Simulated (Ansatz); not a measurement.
Property card for CaScHO$_{2}$

CaScHO2:
```
CaScHO2
1.0
    4.06925     0.00000     0.00000
    0.00000     4.06925     0.00000
    0.00000     0.00000     3.70917
Ca Sc O H
1 1 2 1
Direct
  0.50000   0.50000   0.50000
  0.00000   0.00000   0.00000
  0.50000   0.00000   0.00000
  0.00000   0.50000   0.00000
  0.00000   0.00000   0.50000
```

Space group P4/mmm (No. 123); conventional cell a = b = 4.0692 Å, c = 3.7092 Å, α = β = γ = 90.00°.

Method: plane-wave PAW r²SCAN (Ansatz code). The cell and atoms are relaxed at this level. Other levels are named where they apply.

### Cell and energy

```json
{
  "volume_per_atom": "12.28 Å³",
  "density": "3.19 g/cm³",
  "Formation energy from the elements (no fitted shifts)": "-2.57 eV/atom"
}
```

### Electronic structure

```json
{
  "band_gap": "2.70 eV (indirect)",
  "valence_band_maximum": "at Z",
  "conduction_band_minimum": "at R (2 equivalent valleys)",
  "smallest_direct_gap_on_the_standard_path": "3.15 eV",
  "electron_effective_mass": "0.29, 0.91, 1.6 mₑ (principal values)",
  "hole_effective_mass": "0.27, 0.96, 0.96 mₑ (principal values)",
  "HSE06 gap on the r²SCAN cell": "3.57 eV"
}
```

### Mechanics

```json
{
  "Bulk modulus (Birch–Murnaghan fit)": "115 GPa",
  "Pressure derivative B′": "4.1",
  "Elastic constants (relaxed ions, GPa)": "C11 = 311, C12 = 99.4, C13 = 25.1, C33 = 206, C44 = 41.1, C66 = 99.6",
  "mechanical_stability": "stable (all eigenvalues of C positive)",
  "hill_bulk_and_shear_moduli": "120 and 73.2 GPa",
  "Young's modulus": "183 GPa",
  "Poisson's ratio": "0.25",
  "debye_temperature_from_the_elastic_constants": "686 K"
}
```

### Charges

```json
{
  "bader_charges": "Ca +1.62, Sc +1.98, O -1.45, H -0.69 e"
}
```

The start of the workflow was typed in or built on a structure type; neither database checked (COD, Materials Project) lists it. Its standing as an ambient phase is unchecked. Symmetry was held in the r²SCAN relaxation; its stability against distortions is not shown here. The run is not spin-polarised. The references are the lowest solids computed at this level, not always the standard phases (solids in place of the gases).

Potentials: the earlier of the program's two PAW sets. The files were generated under PBE; for other functionals the program regenerates the frozen cores, and for LDA and PBEsol the local potential too.
